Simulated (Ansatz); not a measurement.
Given:

Mo3P:
```xyz
16
Lattice="-4.8436 4.8436 2.3864 4.8436 -4.8436 2.3864 4.8436 4.8436 -2.3864" Properties=species:S:1:pos:R:3 pbc="T T T"
Mo     0.8955     0.8955     1.2778
Mo     0.8955    -0.8955     3.4951
Mo     3.9482     3.9482    -1.1087
Mo    -0.8955     0.8955     3.4951
Mo     2.8916     2.8916     1.2736
Mo    -1.9521     1.9521     1.1128
Mo     1.9521     1.9521     3.6600
Mo     1.9521    -1.9521     1.1128
Mo     3.4386     0.0000     2.3864
Mo     4.8436     1.4050     0.0000
Mo     1.4050     4.8436     0.0000
Mo     0.0000     3.4386     2.3864
P      2.8251     0.0000     0.0000
P      0.0000     6.8622     0.0000
P      6.8622     0.0000     0.0000
P      0.0000     2.8251     0.0000
```

This is the LDA-relaxed structure.

**Question.** All from DFT-LDA in the program Ansatz with PAW potentials, unless another level is named. Give the electronic character.

**Answer.** metallic (no gap).

**Question.** What about the formation energy from the elements (no fitted shifts)?

**Answer.** -0.42 eV/atom.

**Question.** Predict the density of states at the Fermi level.

**Answer.** 0.72 states/eV per atom (mean over ±0.08 eV).

Space group I-42m. The workflow started from an entry of the Crystallography Open Database (COD, 173 K). Its standing as an ambient phase is unchecked. Symmetry was held in the LDA relaxation; its stability against distortions is not shown here. The run is not spin-polarised. The references are the lowest solids computed at this level, not always the standard phases. Spin–orbit coupling is left out wherever it is not named.

Potentials: the later of the program's two PAW sets.
